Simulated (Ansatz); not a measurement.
AlAg:
```yaml
crystal:
  lattice:
    - [0.00000, 2.65998, 2.65998]
    - [2.65998, 0.00000, 2.65998]
    - [2.65998, 2.65998, 0.00000]
  atoms:
    - { symbol: Ag, position: [0.00000, 0.00000, 0.00000] }
    - { symbol: Al, position: [0.50000, 0.50000, 0.50000] }
```

This is the PBEsol-relaxed structure.

### Question
All from PBEsol in the plane-wave PAW code Ansatz, unless another level is named. Give the density of states at the Fermi level.

### Answer
0.39 states/eV per atom (mean over ±0.08 eV).

### Question
Next, the formation energy from the elements (no fitted shifts)?

### Answer
0.26 eV/atom.

Space group Fm-3m (rock salt). The start of the workflow was typed in or built on a structure type; neither database checked (COD, Materials Project) lists it. Its standing as an ambient phase is unchecked. Symmetry was held in the PBEsol relaxation. At this level the phase is mechanically unstable. The run is not spin-polarised. The volume moved by 18 % from the start of the relaxation. Its formation energy is positive at this level, so the cell may be metastable or incomplete. The references are the lowest solids computed at this level, not always the standard phases. Spin–orbit coupling is left out wherever it is not named.

Potentials: the later of the program's two PAW sets.
